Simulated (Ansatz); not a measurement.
Structure relaxation, Ir

The start is a relaxed Ir cell, doubled along one cell vector, shaken by Gaussian noise of σ = 0.08 Å a coordinate. The structure is fully relaxed (lattice and positions, P = 0) with PBEsol (plane waves to 420 eV, PAW, scalar-relativistic; Ansatz, a program for electronic structure). The first steps use a coarse 14×14×7 k-mesh.

Input geometry:
```yaml
crystal:
  lattice:
    - [2.62915, 0.00000, 0.00000]
    - [-1.31457, 2.27691, 0.00000]
    - [0.00000, 0.00000, 5.13201]
  atoms:
    - { symbol: Ir, position: [0.03140, 0.01873, 0.27680] }
    - { symbol: Ir, position: [0.04127, 0.07313, 0.74482] }
```

Question: What pressure does the first self-consistent step give?

Answer: +3.8 GPa (positive: the cell is compressed).

Question: Which atoms feel the largest initial force, and how large is it?

Answer: 1.31 eV/Å, on Ir1, Ir2 (atoms numbered as listed).

Question: By how much does the energy per atom fall from start to end?

Answer: 0.58 eV/atom.

Question: How does the volume per atom move from start to end?

Answer: -8.1 %, from 15.36 to 14.11 Å³/atom.

Question: Does it find its way back to the structure it was made from?

Answer: It does not go back: it reaches P6₃/mmc (No. 194), hcp (Mg type), 0.56 eV/atom below the parent.

Question: How do the shortest distances between atoms change?

Answer: The closest pairs of elements (up to four, under 3.6 Å), start → end: Ir–Ir 2.41 → 2.71 Å.

Question: Write out the relaxed structure.

Answer: 
Space group P6₃/mmc (No. 194); a = 2.719 Å, b = 2.719 Å, c = 4.408 Å, α = 90.00°, β = 90.00°, γ = 120.00°

```json
[
 {"atom": "Ir", "site": "2d", "symmetry": "-6m2", "x": "0.6667", "y": "0.3333", "z": "0.2500"}
]
```

Final values are on a 20×20×11 k-mesh of the relaxed cell. No spin polarisation in the result.

The run could not lose the symmetry of its start: the end is stationary, and may be a saddle point rather than a minimum.

The relaxed structure here is a generated cell of Ir: the first start was made by a random draw of sites in a space group, and the end was not matched to a known phase here, so it may be hypothetical. Known forms of Ir include space group No. 225.
